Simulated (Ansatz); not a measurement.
## Relaxing a structure of InP

The start is a relaxed InP cell, doubled along one cell vector, shaken by Gaussian noise of σ = 0.08 Å a coordinate. A full variable-cell relaxation at zero pressure is run with r2SCAN (plane waves to 500 eV, PAW, scalar-relativistic; Ansatz, a program for electronic structure). The first steps use a coarse 7×7×4 k-mesh.

The start:
```yaml
crystal:
  lattice:
    - [0.00000, 2.95332, 2.95332]
    - [2.95332, 0.00000, 2.95332]
    - [5.90665, 5.90665, 0.00000]
  atoms:
    - { symbol: P, position: [0.77055, 0.72237, 0.37733] }
    - { symbol: P, position: [0.74820, 0.78382, 0.86151] }
    - { symbol: In, position: [0.99031, 0.01134, 0.00351] }
    - { symbol: In, position: [0.01044, 0.00470, 0.47207] }
```

```yaml
energy_released: 0.057 eV/atom
relative_to_the_parent: The parent structure is recovered, F-43m (No. 216)
Shortest distances (start → end): "The closest pairs of elements (up to four, under 3.6 Å), start → end: In–P 2.43 → 2.56 Å"
band_gap_at_the_end: 1.03 eV, direct at Γ (no spin-orbit coupling)
optimiser_moves: 3
```

Relaxed structure:

Space group F-43m (No. 216); a = b = c = 5.9066 Å, α = β = γ = 90.00°

| atom | site | symmetry | x | y | z |
|---|---|---|---|---|---|
| P | 4c | -43m | 0.2500 | 0.2500 | 0.2500 |
| In | 4a | -43m | 0.0000 | 0.0000 | 0.0000 |
(The calculation used a cell of 2 atoms; values per cell refer to that cell.)

Final values are on a 10×10×10 k-mesh of the relaxed cell. No spin polarisation in the result.
